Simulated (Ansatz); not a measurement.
C:
```
C
1.0
    4.45688     0.00000     0.00000
   -2.22844     3.85977     0.00000
    0.00000     0.00000     2.52993
C
6
Cartesian
  0.00000   3.45754   0.63248
 -0.76588   2.13100   0.63248
  0.76588   2.13100   0.63248
  2.22844   0.40223   1.89745
  2.99432   1.72877   1.89745
  1.46256   1.72877   1.89745
```

Relaxed with PBE. Special points in fractions of this cell's reciprocal vectors: Γ (0.000, 0.000, 0.000); M (0.500, 0.000, 0.000); K (0.333, 0.333, 0.000); A (0.000, 0.000, 0.500); L (0.500, 0.000, 0.500); H (0.333, 0.333, 0.500).

### Question
List the band energies nearest the valence-band maximum at these points for PBE in the plane-wave PAW code Ansatz.

### Answer
In eV from the valence-band maximum; about four levels below and three above (degenerate sets whole), none deeper than 8.9 eV; points with the same levels are listed once.

```
k                    below                above
-  -----------------------  -------------------
Γ    -3.62 -3.62 0.00 0.00       2.27 3.44 3.94
M  -5.77 -5.61 -3.65 -1.73       4.64 5.02 5.93
K  -5.24 -5.24 -3.67 -3.44  5.39 5.39 6.79 6.79
A  -5.25 -5.25 -5.25 -5.25  5.66 5.66 6.80 6.80
L  -5.33 -5.33 -4.18 -4.18  4.20 4.20 4.62 4.62
H  -5.19 -5.19 -4.42 -4.42  4.24 4.24 5.55 5.55
```

Space group P6_3/mmc. The start of the workflow was typed in or built on a structure type. Its sites differ from those of the usual phase in this space group: another stacking or structure type. Symmetry was held in the PBE relaxation; whether a distortion lowers the energy is not shown.

Potentials: the earlier of the program's two PAW sets.
